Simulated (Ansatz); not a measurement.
## Property card for two-dimensional C

C:
```
CELL_PARAMETERS angstrom
      2.44469     0.00000     0.00000
     -1.22234     2.11716     0.00000
      0.00000     0.00000    26.00000
ATOMIC_POSITIONS crystal
  C  0.66667 0.33333 0.50000
  C  0.33333 0.66667 0.50000
```
Free-standing layer in the xy plane with vacuum along z and no interaction between images.

Method: DFT-LDA in the program Ansatz with PAW potentials. Lattice and atoms are relaxed at this level; other levels are named.

Structure:

```yaml
In-plane lattice: a = 2.445 Å
distance_between_the_outermost_nuclei: 0.00 Å
```

Electronic structure:

```yaml
electronic_character: no gap, with almost no states at the Fermi level
work_function: 4.48 eV
```

Space group P6/mmm (graphene). A layer that has been made, often on a substrate. It is flat by the symmetry kept. The LDA relaxation kept the symmetry of its start; whether a distortion lowers the energy is not shown.

Potentials: the later of the program's two PAW sets.
